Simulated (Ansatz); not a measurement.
Level of theory: DFT PBE, scalar-relativistic, plane waves, PAW in Ansatz. Settings: cutoff 420 eV, Γ-centred meshes spaced at most about 0.3 Å⁻¹, and about 0.25 Å⁻¹ or finer for metals (2π included), Gaussian smearing. Collinear spin in cells that started with moments and kept them past the coarse steps, no spin elsewhere.

All energies are static (0 K, no zero-point motion). All come from trial cells, and lower structures may exist.

Question: These unrelaxed guesses for RbVO2 are each relaxed within their symmetry. Order them by the energy at which they end, lowest first.
A.

```xyz
4
Lattice="4.6578 0.0000 0.0000 0.0000 4.6578 0.0000 0.0000 0.0000 4.2564" Properties=species:S:1:pos:R:3 pbc="T T T"
Rb    0.0000    0.0000    0.0000
V     2.3289    2.3289    2.1282
O     0.0000    2.3289    2.1282
O     2.3289    0.0000    2.1282
```

B.

```xyz
4
Lattice="3.8510 0.0000 0.0000 0.0000 3.8510 0.0000 0.0000 0.0000 6.1725" Properties=species:S:1:pos:R:3 pbc="T T T"
Rb    0.0000    0.0000    3.0863
V     1.9255    1.9255    0.0000
O     0.0000    0.0000    5.3213
O     0.0000    0.0000    0.8512
```

C.

```xyz
4
Lattice="3.6105 0.0000 0.0000 -1.8053 3.1268 0.0000 0.0000 0.0000 7.3555" Properties=species:S:1:pos:R:3 pbc="T T T"
Rb    0.0000    0.0000    0.0000
V     0.0000    0.0000    3.6777
O     0.0000    0.0000    5.2421
O     0.0000    0.0000    2.1133
```

Answer: A (ends in P4/mmm, 0 meV/atom), B (ends in P4/mmm, 0.73 eV/atom), C (ends in P6/mmm, 0.79 eV/atom).

In such compounds of V a zero gap at this level may well be an artefact, since no Hubbard U is applied. The magnetic state reached may not be the lowest. Cells relaxed within their symmetry can be saddle points. Some types were kept out of the candidates beforehand, so the set may lack a known form.
